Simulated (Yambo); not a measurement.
Material: NaOH (space group P2_1, No. 4); a = 3.4259 Å, b = 3.3464 Å, c = 5.2952 Å, α = γ = 90.00°, β = 107.30° (6 atoms in the cell). The geometry is that of Materials Project entry mp-626000, symmetrised and not relaxed again.

With PBEsol (pw.x of Quantum ESPRESSO, ONCV potentials, scalar-relativistic), the gap between the mesh's edge points ((0, 0, -0.5) → Γ) is 3.557 eV.

### Question
Estimate the G0W0 gap between the same points from Yambo (4×4×4 Γ-centred k mesh, bands 3 to 112 and a 8 Ry block in the screening, 112 bands in G with the Bruneval-Gonze terminator, plasmon pole fitted at 27.2 eV).

### Answer
The correction is 2.803 eV, giving 6.361 eV, 1.8 times the PBEsol value.  Nearest settings tried, and what they do to the gap: 73 bands in G: +3 meV; 54 bands in W: +65 meV; 7 Ry block (123 vectors against 155): -41 meV. Not varied: mesh. So the settings aren't converged at that level. 

The structure is a Materials Project entry; no match was found in the copy of COD used, and its stability was not checked.
